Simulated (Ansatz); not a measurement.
HfC in space group P6_3/mmc (No. 194; Hf on 2d, C on 2c) at seven volumes, the program Ansatz at the r²SCAN level (PAW), shape and atoms relaxed at each. One row is withheld.

```csv
V (Å³/atom),P (GPa)
13.444,?
13.887,13.34
14.331,6.19
14.774,0.00
15.217,-5.35
15.660,-9.98
16.103,-13.98
```

Q: Fit the shown pressures and predict the withheld one.

A: Third-order Birch–Murnaghan: P = (3/2)B₀(x^(7/2) − x^(5/2))[1 + (3/4)(B′ − 4)(x − 1)] with x = (V₀/V)^(2/3). Least squares on the six rows gives V₀ = 14.774 Å³/atom, B₀ = 191.5 GPa, B′ = 3.83. At V = 13.444, x = 1.0649 and P = 21.64 GPa. The run itself gave 21.62 GPa.

The start of the workflow was typed in or built on a structure type; the Crystallography Open Database copy checked does not list it. It is not the phase usual at ambient conditions (space group No. 225). Symmetry was held in the r²SCAN relaxation; its stability against distortions is not shown here. No spin polarisation was allowed. Spin–orbit coupling is left out wherever it is not named.

Potentials: the earlier of the program's two PAW sets.
